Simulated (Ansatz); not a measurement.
Relax this structure to zero stress and force, keeping its symmetry:

```cif
data_structure
_symmetry_space_group_name_H-M 'P-3m1'
_symmetry_Int_Tables_number 164
_cell_length_a 3.6963
_cell_length_b 3.6963
_cell_length_c 6.3828
_cell_angle_alpha 90.000
_cell_angle_beta 90.000
_cell_angle_gamma 120.000
_cell_volume 75.52
loop_
_atom_site_label
_atom_site_type_symbol
_atom_site_symmetry_multiplicity
_atom_site_Wyckoff_symbol
_atom_site_fract_x
_atom_site_fract_y
_atom_site_fract_z
_atom_site_occupancy
Ti1 Ti 1 a 0.00000 0.00000 0.00000 1
Te1 Te 2 d 0.66667 0.33333 0.27118 1
```

These are results of DFT PBEsol, scalar-relativistic, plane waves, PAW (Ansatz), not measurements.

Cutoff 420 eV; k points 15×15×8 on the computed 3-atom cell (Γ-centred); Gaussian smearing, width 0.10 eV; no spin polarisation.

Task: What does it relax to?

Result: The volume rises by 0.23 Å³/atom to 25.41 Å³/atom, and the energy falls by 0.9 meV/atom. Final structure:
```xyz
3
Lattice="3.6962 0.0000 0.0000 -1.8481 3.2010 0.0000 0.0000 0.0000 6.4425" Properties=species:S:1:pos:R:3 pbc="T T T"
Ti    0.0000    0.0000    0.0000
Te    1.8481    1.0670    1.7224
Te    0.0000    2.1340    4.7201
```